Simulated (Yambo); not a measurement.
**Optical response of Mg$_{3}$ZnO$_{4}$**

```
Mg3ZnO4
1.0
    3.02619     0.00000     0.00000
    0.00000     3.02619     0.00000
    0.00000     0.00000     8.55324
O Mg Zn
4 3 1
Direct
  0.00000   0.00000   0.25308
  0.00000   0.00000   0.74692
  0.50000   0.50000   0.00000
  0.50000   0.50000   0.50000
  0.50000   0.50000   0.75043
  0.50000   0.50000   0.24957
  0.00000   0.00000   0.50000
  0.00000   0.00000   0.00000
```

Yambo, RPA with local fields on PBEsol bands shifted by a G0W0 scissor of 1.95 eV; 12×12×4 mesh, 81 bands, 3 Ry local-field block, 0.2 eV broadening; field along x.

```
E (eV)  Im ε   Re ε  Im ε, independent particles
------  ----  -----  ---------------------------
0.0     0.00   3.24                         0.00
0.4     0.00   3.25                         0.00
0.8     0.01   3.26                         0.01
1.1     0.01   3.27                         0.01
1.5     0.01   3.29                         0.01
1.9     0.02   3.32                         0.02
2.2     0.02   3.36                         0.02
2.6     0.03   3.40                         0.03
3.0     0.03   3.46                         0.03
3.4     0.04   3.53                         0.04
3.8     0.05   3.62                         0.06
4.1     0.07   3.74                         0.07
4.5     0.10   3.90                         0.10
4.9     0.18   4.13                         0.17
5.2     0.38   4.38                         0.37
5.6     0.77   4.56                         0.75
6.0     1.14   4.47                         1.11
6.4     1.56   4.44                         1.53
6.8     1.60   4.16                         1.56
7.1     1.87   4.18                         1.82
7.5     1.98   4.26                         1.93
7.9     2.40   3.79                         2.32
8.2     2.30   3.73                         2.23
8.6     2.29   3.34                         2.23
9.0     2.32   3.62                         2.31
9.4     2.73   3.45                         2.73
9.8     3.12   3.40                         3.14
10.1    3.37   2.64                         3.39
10.5    2.96   2.26                         2.99
10.9    2.86   2.24                         2.92
11.2    2.59   2.07                         2.71
11.6    2.59   2.15                         2.80
12.0    2.48   2.21                         2.79
12.4    2.85   2.53                         3.35
12.8    3.15   2.17                         3.82
13.1    3.26   1.66                         3.98
13.5    3.01   1.54                         3.75
13.9    2.98   1.51                         3.74
14.2    3.09   1.27                         3.79
14.6    3.07   1.07                         3.74
15.0    2.94   0.85                         3.50
15.4    2.85   0.70                         3.34
15.8    2.75   0.65                         3.25
16.1    2.71   0.55                         3.17
16.5    2.72   0.34                         3.09
16.9    2.49  -0.03                         2.68
17.2    2.06   0.00                         2.25
17.6    1.84   0.23                         2.10
18.0    1.95   0.46                         2.31
18.4    2.26   0.47                         2.61
18.8    2.37   0.01                         2.39
19.1    2.23  -0.23                         2.04
19.5    1.98  -0.50                         1.64
19.9    1.68  -0.71                         1.29
```

Structure narrower than a few tenths of an eV can come from the finite k mesh. Convergence of the RPA response with its 12×12×4 mesh was not tested. The scissor comes from a G0W0 run whose convergence isn't established. No excitonic effects at this level.

Geometry of the Materials Project entry, not relaxed at this level.

The structure is a Materials Project entry; no match was found in the copy of COD used, and its stability was not checked.

With a shallow 3d shell G0W0 needs far more bands and larger blocks than here, so the scissor is uncertain by tenths of an eV or more.
